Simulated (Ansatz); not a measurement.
**CaHf$_{2}$Pb$_{2}$, a known structure type with other elements, at an estimated volume**

```xyz
5
Lattice="0.0000 4.7321 0.0000 4.7321 0.0000 0.0000 2.3660 2.3660 -6.0978" Properties=species:S:1:pos:R:3 pbc="T T T"
Pb    2.3660    2.3660   -1.3903
Pb    4.7321    4.7321   -4.7075
Ca    0.0000    0.0000    0.0000
Hf    2.3660    4.7321   -3.0489
Hf    4.7321    2.3660   -3.0489
```

The numbers come from plane-wave PAW DFT (Ansatz): r2SCAN, no spin polarisation, 500 eV, 8×8×8 Γ-centred k points, cold occupations (width 0.2092 eV). Nothing was relaxed.

Task: Is it stable against the elements?

Result: -0.02 eV an atom against the elements' usual phases (free molecules for gases, crystals otherwise, with no correction for O₂ or N₂), too near zero to call. Relaxing would lower it.

Task: Metal or insulator?

Result: It is a metal, with about 2.7 states/eV a cell as the mean within 0.25 eV of the Fermi level, mostly Hf d (82 %).

Task: Give the Bader charges.

Result: Bader charges in e: Ca +1.42, Hf +0.96, Pb -1.67. In the mean Ca gives up most and Pb takes most.

Task: Is the cell too large or too small?

Result: The pressure is 2.9 GPa (compression positive), so with the atoms held at these fractions the cell would first expand; the forces are large, so a full relaxation may end otherwise. The principal stresses -0.3, -0.3, 9.3 GPa differ, so its shape would change too.

Task: Describe some of the short contacts.

Result: Pb–Pb at 2.78 Å: least valence density 0.36 e/Å³ and ELF 0.32 there. Pb–Hf at 2.89 Å: least valence density 0.29 e/Å³ and ELF 0.28 there. Hf–Hf at 3.35 Å: least valence density 0.18 e/Å³ and ELF 0.41 there. These are pseudo-fields; inside the PAW spheres they differ from the all-electron ones.

Origin: a known structure type with other elements, at an estimated volume, so it need not be a known compound. Caveats: wide smearing.
